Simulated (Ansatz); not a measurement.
LaIr₂ (cubic Laves (MgCu2 type), Fd-3m) at seven volumes, r²SCAN (plane waves, PAW; program Ansatz), scaled uniformly. One row is withheld.

```csv
V (Å³/atom),P (GPa)
17.323,?
17.894,13.25
18.465,6.07
19.037,0.00
19.608,-5.14
20.179,-9.48
20.750,-13.15
```

Q: Fit the shown pressures and predict the withheld one.

A: Third-order Birch–Murnaghan: P = (3/2)B₀(x^(7/2) − x^(5/2))[1 + (3/4)(B′ − 4)(x − 1)] with x = (V₀/V)^(2/3). Least squares on the six rows gives V₀ = 19.036 Å³/atom, B₀ = 185.8 GPa, B′ = 4.58. At V = 17.323, x = 1.0649 and P = 21.76 GPa. The run itself gave 21.74 GPa.

The workflow started from an entry of the Crystallography Open Database (COD). Whether it is the stable phase at ambient conditions was not checked. The cell was relaxed with r²SCAN under the symmetry of its start; its stability against distortions is not shown here. No spin polarisation was allowed. Spin–orbit coupling is left out wherever it is not named.

Potentials: the later of the program's two PAW sets.
